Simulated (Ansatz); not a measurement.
Relaxation of a relaxed MgSe cell with every coordinate shifted by Gaussian noise of σ = 0.3 Å; 2 atoms in the cell, which starts as P1 (No. 1), aP2; a = b = c = 3.8694 Å, α = β = γ = 60.00°. The numbers are results of r2SCAN (plane waves to 500 eV, PAW, scalar-relativistic; Ansatz, a first-principles code), not measurements. Γ-centred k-mesh 7×7×7 on the run's cell (coarser than for final values), Fermi–Dirac smearing 0.05 eV. This is the first round of the run. 

The optimiser's lines from the output (shortened; P is positive under compression):

```
relax step   1: F+E_penalty+E_count = -7405.44144012 eV  Δ(F+E_penalty+E_count) = +0.000e0 eV  max|allowed force component| = 7.095e0 eV/Å  Δτ_max = 0.0000 Å  P = +25.920 GPa  Ω = 40.967 Å³  (6 SCF iters, dr2 threshold 1.00e-7 eV, accepted)
relax step   2: F+E_penalty+E_count = -7406.91346302 eV  Δ(F+E_penalty+E_count) = -1.472e0 eV  max|allowed force component| = 1.376e0 eV/Å  Δτ_max = 0.1309 Å  P = +6.799 GPa  Ω = 43.776 Å³  (6 SCF iters, dr2 threshold 2.00e-7 eV, accepted)
relax step   3: F+E_penalty+E_count = -7407.29441825 eV  Δ(F+E_penalty+E_count) = -3.810e-1 eV  max|allowed force component| = 4.946e-1 eV/Å  Δτ_max = 0.1878 Å  P = +1.779 GPa  Ω = 42.685 Å³  (7 SCF iters, dr2 threshold 2.00e-7 eV, accepted)
relax step   4: F+E_penalty+E_count = -7407.41742764 eV  Δ(F+E_penalty+E_count) = -1.230e-1 eV  max|allowed force component| = 2.405e-1 eV/Å  Δτ_max = 0.1323 Å  P = +1.243 GPa  Ω = 40.685 Å³  (6 SCF iters, dr2 threshold 2.00e-7 eV, accepted)
relax step   5: F+E_penalty+E_count = -7407.45491284 eV  Δ(F+E_penalty+E_count) = -3.749e-2 eV  max|allowed force component| = 8.510e-3 eV/Å  Δτ_max = 0.0797 Å  P = -0.200 GPa  Ω = 41.095 Å³  (6 SCF iters, dr2 threshold 2.00e-7 eV, accepted)
relax step   6: F+E_penalty+E_count = -7407.45508909 eV  Δ(F+E_penalty+E_count) = -1.763e-4 eV  max|allowed force component| = 1.993e-4 eV/Å  Δτ_max = 0.0022 Å  P = +0.042 GPa  Ω = 40.944 Å³  (4 SCF iters, dr2 threshold 2.00e-7 eV, accepted)
relax step   7: F+E_penalty+E_count = -7407.45508992 eV  Δ(F+E_penalty+E_count) = -8.294e-7 eV  max|allowed force component| = 2.733e-4 eV/Å  Δτ_max = 0.0000 Å  P = +0.001 GPa  Ω = 40.969 Å³  (4 SCF iters, dr2 threshold 6.10e-9 eV, accepted)
relax step   8: F+E_penalty+E_count = -7407.45508992 eV  Δ(F+E_penalty+E_count) = -8.367e-11 eV  max|allowed force component| = 2.836e-4 eV/Å  Δτ_max = 0.0000 Å  P = -0.001 GPa  Ω = 40.969 Å³  stress off target by 1.09e-3 GPa  SCF on the basis re-selected at this cell (its energy is not comparable with the rows above)  (4 SCF iters)
```

From the first to the last row the energy changes by -1.01 eV/atom and the volume by 0.0 %. The last row is marked as not comparable with the walk above it, whose basis was carried along; it does compare with step 1, since both stand on a basis selected at the nominal cutoff for their own cell.

Later rounds, restarted from the end of this one on a renewed k-mesh, logged 2 more steps and released under 1 meV/atom more. The final structure after all rounds: Fm-3m (No. 225), cF8, rock salt type; a = 5.4723 Å, b = 5.4723 Å, c = 5.4723 Å, α = 90.00°, β = 90.00°, γ = 90.00°. Between re-selections the logged energies stand on a plane-wave basis carried along with the cell. No spin polarisation in the result.
